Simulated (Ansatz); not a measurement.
A geometry of Fe away from equilibrium: step 3 of the relaxation of a relaxed Fe cell, doubled along one cell vector, shaken by Gaussian noise of σ = 0.08 Å a coordinate. These are PBEsol (plane waves to 420 eV, PAW, scalar-relativistic; Ansatz, a program for electronic structure) values and carry that method's errors. Γ-centred k-mesh 14×14×7 on the run's cell (coarser than for final values), Fermi–Dirac smearing 0.05 eV. The plane waves were selected for a different cell earlier on the path.

```xyz
2
Lattice="2.3279 -0.0089 -0.0086 -0.0089 2.3353 0.0037 -0.0172 0.0075 4.4929" Properties=species:S:1:pos:R:3 pbc="T T T"
Fe     1.0323     0.9855     1.0967
Fe     1.2509     1.5755     3.3434
```
Spin-polarised start, with parallel moments on Fe.

Problem. Give the Cartesian forces on all atoms (eV/Å).

Solution. 
```tsv
atom	Fx	Fy	Fz
Fe1	-0.44	-0.84	-0.01
Fe2	0.44	0.84	0.01
```

The path ends in Im-3m (No. 229) (bcc (W type)). Spin state reached: ferromagnetic (net 2.10 μB/atom), from parallel starting moments; other spin orders were not run from this start.

The run could not lose the symmetry of its start.

Of the parent cell (Pm-3m (No. 221)): it is a generated cell of Fe: the first start was made by a random draw of sites in a space group, and the end was not matched to a known phase here, so it may be hypothetical. Known forms of Fe include space group No. 229.
